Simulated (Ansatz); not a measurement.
# 7 guesses for Si5Ge and where they end

Method: DFT PBE, scalar-relativistic, plane waves, PAW in Ansatz. Settings: cutoff 420 eV, Γ-centred meshes spaced at most about 0.3 Å⁻¹, and about 0.25 Å⁻¹ or finer for metals (2π included), Gaussian smearing. No spin polarisation in the final relaxations.

Each guess was relaxed in cell and atoms at zero pressure, within the symmetry of its start. All energies are static (0 K, no zero-point motion). Coordination counts Si atoms around Ge (those within 1.25 times the shortest such distance or 1.15 times the sum of covalent radii; a plus sign parts nearer from farther groups; the shortest distance is added where it is long for a bond).

| guess | made from | start group | V start (Å³/atom) | end group | V end (Å³/atom) | coordination at the end | gap on mesh (eV) | E over the lowest end (meV/atom) |
| --- | --- | --- | --- | --- | --- | --- | --- | --- |
| 1 | random cell | P6/mmm | 18.6 | P6/mmm | 24.6 | Ge 2 | 0 | 386 |
| 2 | HfPd5 type | Cmmm | 15.8 | Cmmm | 15.6 | Ge 4+8 | 0 | 39 |
| 3 | EuAg5 type | P6/mmm | 15.2 | P6/mmm (CaCu5) | 16.6 | Ge 6+12 from 2.9 Å | 0 | 81 |
| 4 | random cell | P6/mmm | 18.3 | P6/mmm | 15.6 | Ge 2+12 | 0 | 0 |
| 5 | random cell | P4/mmm | 19.0 | ? | ? | ? | ? | ? |
| 6 | Be5Pt type | F-43m | 16.1 | F-43m | 15.9 | Ge 16 from 3.0 Å | 0 | 88 |
| 7 | random cell | P4/mmm | 18.0 | P4/mmm | 19.1 | Ge 6 | 0 | 288 |

Guess 5 as it starts:

```yaml
crystal:
  lattice:
    - [5.54290, 0.00000, 0.00000]
    - [0.00000, 5.54290, 0.00000]
    - [0.00000, 0.00000, 3.70526]
  atoms:
    - { symbol: Si, position: [0.76724, 0.23276, 0.50000] }
    - { symbol: Si, position: [0.23276, 0.76724, 0.50000] }
    - { symbol: Si, position: [0.76724, 0.76724, 0.50000] }
    - { symbol: Si, position: [0.23276, 0.23276, 0.50000] }
    - { symbol: Si, position: [0.00000, 0.00000, 0.50000] }
    - { symbol: Ge, position: [0.00000, 0.00000, 0.00000] }
```

Q: Predict the end of this guess and its energy over the lowest end.

A: It ends in space group P4/mmm (No. 123), with a = 5.692 Å, c = 4.836 Å, 26.1 Å³/atom and no gap. It lies 0.34 eV/atom over the lowest end, above guess 7 and below guess 1. Counting Si atoms around Ge, this end has Ge 2 and the lowest (guess 4) has Ge 2+12.

```cif
data_structure
_symmetry_space_group_name_H-M 'P4/mmm'
_symmetry_Int_Tables_number 123
_cell_length_a 5.6920
_cell_length_b 5.6920
_cell_length_c 4.8360
_cell_angle_alpha 90.000
_cell_angle_beta 90.000
_cell_angle_gamma 90.000
_cell_volume 156.68
loop_
_atom_site_label
_atom_site_type_symbol
_atom_site_symmetry_multiplicity
_atom_site_Wyckoff_symbol
_atom_site_fract_x
_atom_site_fract_y
_atom_site_fract_z
_atom_site_occupancy
Si1 Si 4 k 0.70287 0.29713 0.50000 1
Si2 Si 1 b 0.00000 0.00000 0.50000 1
Ge1 Ge 1 a 0.00000 0.00000 0.00000 1
```

Energies over the elements count from the elements' standard structures at the same level, with no fitted energy shifts.

Q: Is the lowest end bound against the elements?

A: No: its formation energy is +0.49 eV/atom. It can't be a ground state, since the elements alone are lower.

The k mesh leaves some 4 meV/atom of noise in the energy of each metallic cell. Cells relaxed within their symmetry can be saddle points. A lower structure may well exist outside this small set. Some types were kept out of the candidates beforehand, so the set may lack a known form.
